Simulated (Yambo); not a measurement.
A free-standing CaO2H2 monolayer (symmetry P-3m1, slab cell 17.5 Å high), G0W0@LDA (Yambo, plasmon pole, terminator in G, 6×6×1 mesh): gap Γ → Γ in eV by bands and screening block.

```
bands (W and G)  2 Ry  5 Ry  6 Ry
---------------  ----  ----  ----
25               7.87   ___   ___
39               7.43  7.13  7.13
56               7.29  7.03  7.03
79                ___  7.00  7.01
103              7.20  7.00  7.01
```

Q: Estimate the withheld gaps from their neighbours; the computed values follow.

A: 
- 25, 5 Ry: 7.54
- 25, 6 Ry: 7.52
- 79, 2 Ry: 7.23

The largest settings aren't shown to be the converged limit.

Geometry relaxed with LDA; primitive cell a = b = 3.5147 Å, c = 17.5000 Å, α = β = 90.00°, γ = 120.00°.

This is a model layer cut from the bulk structure; whether it is stable on its own was not checked.
